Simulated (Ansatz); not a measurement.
Values for one crystal, relaxed and computed with plane-wave PAW r²SCAN (Ansatz code); other levels are named.

| Item | Value |
|---|---|
| Volume per atom | 23.67 Å³ |
| Electronic character | metallic (no gap) |
| Formation energy from the elements (no fitted shifts) | -0.76 eV/atom |
| Density of states at the Fermi level | 0.21 states/eV per atom (mean over ±0.08 eV) |

Problem. Which of these materials gives this?
A) ZrGeIr, Pnma (Zr on 4c, Ge on 4c, Ir on 4c)
B) La2Zn6Ge3, P-62m (La on 2c, Zn on 3g, Zn on 3f, Ge on 3g)
C) La2InGe2, P4/mbm (La on 4h, In on 2a, Ge on 4g)
D) HfGeTe, P4/nmm (Hf on 2c, Ge on 2a, Te on 2c)

Solution. D, HfGeTe, P4/nmm (Hf on 2c, Ge on 2a, Te on 2c)

The first step of the workflow began from a Materials Project structure, measured or hypothetical; the Crystallography Open Database files this formula in space group No. 129, but the cells were not matched. Its standing as an ambient phase is unchecked. The r²SCAN relaxation kept the symmetry of its start; whether a distortion lowers the energy is not shown. No spin polarisation was allowed. A crystal of weakly bound layers computed without a dispersion correction: the cell and the soft elastic constants depend strongly on that. The references are the lowest solids computed at this level, not always the standard phases. Spin–orbit coupling is left out wherever it is not named.

Potentials: the later of the program's two PAW sets.
